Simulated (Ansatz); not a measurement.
Data:

PtAu:
```cif
data_Au3Pt3
_chemical_formula_sum 'Pt3 Au3'
_space_group_name_H-M_alt 'R-3m :H'
_space_group_IT_number 166
_space_group_name_Hall '-R 3 2"'
_cell_length_a 2.80287
_cell_length_b 2.80287
_cell_length_c 14.05625
_cell_angle_alpha 90.000
_cell_angle_beta 90.000
_cell_angle_gamma 120.000
loop_
_atom_site_label
_atom_site_type_symbol
_atom_site_symmetry_multiplicity
_atom_site_Wyckoff_symbol
_atom_site_fract_x
_atom_site_fract_y
_atom_site_fract_z
_atom_site_occupancy
Pt1 Pt 3 b 0.00000 0.00000 0.50000 1
Au1 Au 3 a 0.00000 0.00000 0.00000 1
```
(The calculation used a cell of 2 atoms; values per cell refer to that cell.)

This is the PBEsol-relaxed structure.

Q: All from the program Ansatz at the PBEsol level (PAW), unless another level is named. Predict the formation energy from the elements (no fitted shifts).

A: 0.025 eV/atom.

Q: What about the density of states at the Fermi level?

A: 0.52 states/eV per atom (mean over ±0.08 eV).

The first step of the workflow began from a Materials Project structure, measured or hypothetical; the Crystallography Open Database copy checked does not list it. With Pt and Au taken as one species the cell has the higher symmetry Fm-3m, so it may be an ordered model of a mixed-site phase. Whether it is the stable phase at ambient conditions was not checked. The cell was relaxed with PBEsol under the symmetry of its start; its stability against distortions is not shown here. The run is not spin-polarised. The references are the lowest solids computed at this level, not always the standard phases. Spin–orbit coupling is left out wherever it is not named.

Potentials: the later of the program's two PAW sets.
